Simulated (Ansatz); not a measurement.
Bi6O: start and end of a relaxation

This trial cell of Bi6O was written down by chemical analogy (R-3, No. 148). Its size is a guess.

start.cif

```cif
data_structure
_symmetry_space_group_name_H-M 'R-3:H'
_symmetry_Int_Tables_number 148
_cell_length_a 6.1100
_cell_length_b 6.1100
_cell_length_c 17.2800
_cell_angle_alpha 90.000
_cell_angle_beta 90.000
_cell_angle_gamma 120.000
_cell_volume 558.67
loop_
_atom_site_label
_atom_site_type_symbol
_atom_site_symmetry_multiplicity
_atom_site_Wyckoff_symbol
_atom_site_fract_x
_atom_site_fract_y
_atom_site_fract_z
_atom_site_occupancy
Bi1 Bi 18 f 0.33334 0.00000 0.25000 1
O1 O 3 a 0.00000 0.00000 0.00000 1
```

Computed with DFT PBE, scalar-relativistic, plane waves, PAW in Ansatz 0.2.0. Cutoff 420 eV, Gaussian smearing, Γ-centred meshes. Cell and atoms relax first on a coarse mesh, the cell is then made exact in the group found at 0.06 to 0.08 Å, and last on a converged mesh; the steps can't lower the symmetry of their start. No spin polarisation.

end.cif

```cif
data_structure
_symmetry_space_group_name_H-M 'R-3:H'
_symmetry_Int_Tables_number 148
_cell_length_a 6.2441
_cell_length_b 6.2441
_cell_length_c 17.2057
_cell_angle_alpha 90.000
_cell_angle_beta 90.000
_cell_angle_gamma 120.000
_cell_volume 580.95
loop_
_atom_site_label
_atom_site_type_symbol
_atom_site_symmetry_multiplicity
_atom_site_Wyckoff_symbol
_atom_site_fract_x
_atom_site_fract_y
_atom_site_fract_z
_atom_site_occupancy
Bi1 Bi 18 f 0.64363 0.63900 0.08421 1
O1 O 3 a 0.00000 0.00000 0.00000 1
```

The symmetry stays R-3 (No. 148). The volume per atom grows by 4.0 %, from 26.6 to 27.7 Å³. The shortest distance goes from 2.49 Å (Bi–O) to 2.67 Å (Bi–O).

```yaml
Volume_per_atom: 27.66 Å³
Density: 10.89 g/cm³
Formation_energy: −0.04 eV/atom
Gap_on_the_6×6×6_mesh_of_the_7-atom_cell: 0 eV (a metal)
```

Formation energies are uncorrected and refer to the elements' standard structures at the same level (O₂ as a molecule).

The last run used Gaussian smearing of 0.10 eV. Spin–orbit coupling, which can matter for Bi, is left out. A later test with randomly moved atoms led to a structure 57 meV/atom lower, so this end is a saddle point or a shallow minimum. Another cell of the same search, in R3, lies 57 meV/atom lower, so this cell isn't the stable form at this level.
